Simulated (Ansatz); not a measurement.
A (001) slab of Al (P6_3/mmc (No. 194)), 10 planes, outer planes Al (top) and Al (bottom), with 10 atoms (Al10) in a surface cell of A = 6.898 Å², as cut from the bulk:

```xyz
10
Lattice="2.8222 0.0000 0.0000 -1.4111 2.4441 0.0000 0.0000 0.0000 35.8396" Properties=species:S:1:pos:R:3 pbc="T T T"
Al    0.0000    1.6294    7.5000
Al    0.0000    0.0000    9.8155
Al    1.4111    0.8147   12.1310
Al    0.0000    0.0000   14.4465
Al    0.0000    1.6294   16.7621
Al    0.0000    0.0000   19.0776
Al    1.4111    0.8147   21.3931
Al    0.0000    0.0000   23.7086
Al    0.0000    1.6294   26.0241
Al    0.0000    0.0000   28.3396
```

Computed with Ansatz, DFT r2SCAN, scalar-relativistic, plane waves, PAW. Plane waves to 500 eV, a k mesh through Γ of 12×12×1 on the computed 10-atom cell and Gaussian smearing (0.10 eV); no spin polarisation.

Against the same 10 atoms in the bulk, the slab as cut lies 0.774 eV higher and the relaxed slab 0.770 eV higher.

Q: Work out the surface energy before and after relaxation.

A: The slab has two faces, so γ = (E_slab − N·E_bulk)/(2A), the mean of both. As cut: 0.774/(2 × 6.898) = 0.0561 eV/Å², and 1 eV/Å² = 16.02 J/m², so γ = 0.90 J/m². Relaxed: 0.770/(2 × 6.898) = 0.0558 eV/Å² = 0.89 J/m². Relaxation recovers 0.5 % of the cost of cutting.

Q: What is the ideal work of this cut, per area?

A: Griffith's ideal work is 2γ: 1.80 J/m² if the new faces stay rigid, 1.79 J/m² if they relax. One thickness was run, 10 planes, so γ can still shift with it.

The reference crystal is a form of Al, which isn't its usual structure.